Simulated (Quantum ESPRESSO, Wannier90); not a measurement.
# Wannier functions of TiO2 (P2₁/c)

Materials Project entry mp-430; symmetrised, unrelaxed at this level. COD (Crystallography Open Database) has the formula in 6 space groups, this one among them (matched by group alone). Computed values, not measurements, from PBEsol: Quantum ESPRESSO (norm-conserving PseudoDojo potentials, cutoff 68 Ry, no spin polarisation, no spin-orbit coupling) on a Γ-centred 4×4×4 mesh, then Wannier90. Density: 8×6×6 mesh, cold smearing 0.01 Ry.

```
begin unit_cell_cart
ang
    4.8127000000    0.0000000000    0.0000000000
    0.0000000000    4.8718800000    0.0000000000
   -0.8628880000    0.0000000000    4.9665890000
end unit_cell_cart
mp_grid = 4 4 4
```

Question: Which shells of neighbouring k-points and which b-vectors and weights does Wannier90 pick for this cell and mesh?

Answer: 
```
 *---------------------------------- K-MESH ----------------------------------*
 +----------------------------------------------------------------------------+
 |                    Distance to Nearest-Neighbour Shells                    |
 |                    ------------------------------------                    |
 |          Shell             Distance (Ang^-1)          Multiplicity         |
 |          -----             -----------------          ------------         |
 |             1                   0.316273                      2            |
 |             2                   0.322421                      2            |
 |             3                   0.331275                      2            |
 |             4                   0.417016                      2            |
 |             5                   0.451646                      4            |
 |             6                   0.462275                      4            |
 |             7                   0.495621                      2            |
 |             8                   0.527122                      4            |
       ... (lines left out)
 +----------------------------------------------------------------------------+
 | The b-vectors are chosen automatically                                     |
 | The following shells are used:                       1,  2,  3,  4         |
 +----------------------------------------------------------------------------+
 |                        Shell   # Nearest-Neighbours                        |
 |                        -----   --------------------                        |
 |                          1               2                                 |
 |                          2               2                                 |
 |                          3               2                                 |
 |                          4               2                                 |
 +----------------------------------------------------------------------------+
 | Completeness relation is fully satisfied [Eq. (B1), PRB 56, 12847 (1997)]  |
 +----------------------------------------------------------------------------+
 |                  b_k Vectors (Ang^-1) and Weights (Ang^2)                  |
 |                  ----------------------------------------                  |
 |            No.         b_k(x)      b_k(y)      b_k(z)        w_b           |
 |            ---        --------------------------------     --------        |
 |             1         0.000000    0.000000    0.316273     4.307926        |
 |             2         0.000000    0.000000   -0.316273     4.307926        |
 |             3         0.000000    0.322421    0.000000     4.809760        |
 |             4         0.000000   -0.322421    0.000000     4.809760        |
 |             5         0.326386    0.000000    0.056706     3.852081        |
 |             6        -0.326386    0.000000   -0.056706     3.852081        |
 |             7         0.326386    0.000000   -0.259567     0.841537        |
 |             8        -0.326386    0.000000    0.259567     0.841537        |
```
